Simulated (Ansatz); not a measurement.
An Ansatz run on InGa₂As₃, ordered on the zincblende lattice (P3m1) with 6 atoms a cell left the output below. The geometry is the r2SCAN minimum.

The cell given to it:
```
Ga In As
1.0
     4.11174    0.00000    0.00000
    -2.05587    3.56087    0.00000
     0.00000    0.00000   10.09478
Ga In As
2 1 3
Direct
  0.00000 0.00000 0.99360
  0.66667 0.33333 0.67339
  0.33333 0.66667 0.33482
  0.66667 0.33333 0.91666
  0.33333 0.66667 0.59606
  0.00000 0.00000 0.23548
```

The output, standing remarks left out:
```
scf.n_extra_bands = 5 over 42 filled bands (N_el = 84.0): the run solves 47 bands
Pseudopotential: Ga, paw, valence charge 13, recommended cutoff 500 eV (meta_gga)
Pseudopotential: In, paw, valence charge 13, recommended cutoff 500 eV (meta_gga)
Pseudopotential: As, paw, valence charge 15, recommended cutoff 500 eV (meta_gga)
Functional definition: r2SCAN
Crystal: 6 atoms, lattice volume = 147.801 Å³
Basis set: ecut = 500 eV, 3787 PW (Γ)
Symmetry: 6 space group operations
Space group: P3m1 (ITA 156)
k-points: 69 of 576 (time reversal used)
preconditioner: auto → Resta (q_TF=auto, 2.483 Å⁻¹)  ε∞=3.6  [insulator: Δε(μ)=0.305 eV  σ=0.020 eV  ℏωp=22.4 eV]
SCF 1 converged in 8 iterations: F = -27788.513079 eV  dr2 = 2.05e-8
SCF converged after 8 iterations
Free energy (F): -27788.513079 eV
Fermi energy:    7.908626 eV
--- Per-component energies (eV) ---
  E_band       = -1008.079811
  E_kinetic    = 782.688124
  E_local      = -11260.939819
  E_nonlocal   = -787.666744
  E_hartree    = 5607.558582
  E_xc         = -547.557690
  E_vxc        = -477.772177
  E_paw        = -13737.475876
  E_vpaw       = -506.280829
  E_vtau       = 26.778146
  E_ewald      = -7840.406739
  E_core_change = -4.712817
  E_smearing   = -0.000001
--- Forces (eV/Å), atoms counted from 1 ---
  atom   1  Ga      0.00000      0.00000    -0.00198
  atom   2  Ga      0.00000      0.00000    -0.00135
  atom   3  In      0.00000      0.00000    -0.00038
  atom   4  As      0.00000      0.00000      0.00330
  atom   5  As      0.00000      0.00000    -0.00361
  atom   6  As      0.00000      0.00000      0.00400
--- Stress (GPa, compression-positive) ---
       -0.040797       0.000000       0.000000
        0.000000      -0.040797       0.000000
        0.000000       0.000000       0.173198
  P = ⅓ Tr σ = 0.0305 GPa (0.305 kbar)
--- Band table (eV; the first three rows and the last of 69) ---
  k-point 0: bands = […, 6.4922, 6.8574, 6.8574, 7.5392, 7.7526, 7.7526, 8.0494, 8.6561, 9.6873, 11.6692, …]
  k-point 1: bands = […, 6.4466, 6.4466, 6.9624, 6.9624, 7.6727, 7.6727, 8.6278, 8.7713, 9.8757, 11.7928, …]
  k-point 2: bands = […, 6.4125, 6.4125, 7.0770, 7.0770, 7.5723, 7.5723, 8.6274, 9.0188, 10.0910, 12.0034, …]
  k-point 68: bands = […, 4.0228, 4.0704, 4.4179, 5.2237, 5.2556, 5.3482, 11.3774, 11.4412, 11.5230, 12.0523, …]
```

The file bands.tsv (bands near the Fermi energy, numbered from 0, rounded):
```tsv
# k_distance	band_37	band_38	band_39	band_40	band_41	band_42	band_43	band_44	band_45
# fermi_ev = 7.908626
# [0, 0, 0] at k_distance = 0.000000
# [0.5, 0, 0] at k_distance = 0.882255
# [0.3333333333, 0.3333333333, 0] at k_distance = 1.391624
# [0, 0, 0.5] at k_distance = 2.456839
# [0.5, 0, 0.5] at k_distance = 3.339094
# [0.3333333333, 0.3333333333, 0.5] at k_distance = 3.848463
# levels_relative_to = fermi_ev
0.000	-1.051	-1.051	-0.369	-0.156	-0.156	0.141	0.747	1.779	3.761
0.882	-2.932	-2.826	-2.715	-2.007	-1.586	1.459	1.693	2.077	2.663
1.392	-4.141	-3.839	-2.286	-2.131	-2.075	2.267	2.274	2.299	5.371
2.457	-1.496	-0.832	-0.832	-0.336	-0.336	0.719	1.110	2.182	4.095
3.339	-3.415	-2.794	-2.404	-1.414	-1.282	0.950	1.638	2.267	3.247
3.848	-3.838	-3.491	-2.685	-2.653	-2.560	3.469	3.533	3.614	4.144
```
In order the rows are Γ, M, K, A, L, H.

Question: What input produced it? Give the YAML.

Answer:
```yaml
crystal:
  # lattice and atoms as above
kpoints:
  mp_grid: { grid: [12, 12, 4] }
  band_path:
    path:
      - [0.0, 0.0, 0.0]
      - [0.5, 0.0, 0.0]
      - [0.3333333333, 0.3333333333, 0.0]
      - [0.0, 0.0, 0.5]
      - [0.5, 0.0, 0.5]
      - [0.3333333333, 0.3333333333, 0.5]
    npoints: 1
hamiltonian:
  xc: r2scan
scf:
  occupations: { method: fermi_dirac, width: 0.02 }
  n_extra_bands: 5
output:
  forces: true
  stress: true
  eigenvalues: true
```
The term E_vtau belongs to a meta-GGA, which reads the kinetic-energy density. A single point prints forces and stress when the output block asks for them. Not every key shows in the log; this is the file that was used, less any keys that only write grids.

Command: `ansatz run input.yaml --threads 4 --pin off --max-ram 6451MiB --backend cpu --events-out ev --progress --plain --runs-dir out`. It took 31 s on 4 threads of Arm Neoverse V2 (shared host); peak host memory 0.96 GiB.

(Calculated; spin-unpolarised; the phase may be known or hypothetical.)

No spin-orbit coupling is included; it can move band edges with weight on the heavy atoms by tenths of an eV.
